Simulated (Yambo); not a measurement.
LiNbF6 (space group R-3, No. 148): how the kernel and the scissor change the optical response along x (Yambo; 4×4×4 mesh, 89 bands, 3 Ry local-field block, 0.2 eV broadening). Axes are Cartesian, with cell vectors (Å) (2.56, 1.48, 4.56), (-2.56, 1.48, 4.56), (0.00, -2.95, 4.56).

```
level                                                                    ε(0)  highest point of Im ε up to 20 eV
-----------------------------------------------------------------------  ----  ---------------------------------
independent particles on LDA bands                                       2.86                            6.00 eV
RPA with local fields on LDA bands                                       2.35                           11.50 eV
RPA with local fields on LDA bands shifted by a G0W0 scissor of 4.22 eV  2.03                           15.75 eV
TDDFT with the adiabatic LDA kernel on LDA bands                         2.42                           11.38 eV
```

Energies lie on a grid of 0.125 eV.

Electronic response only. Convergence of the RPA response with its 4×4×4 mesh was not tested. The scissor comes from a G0W0 run whose convergence isn't established.

Spin-orbit splittings are left out.

Geometry of the Materials Project entry, not relaxed at this level; primitive cell a = b = c = 5.4301 Å, α = β = γ = 56.19°.

The structure is a Materials Project entry; no match was found in the copy of COD used, and its stability was not checked.
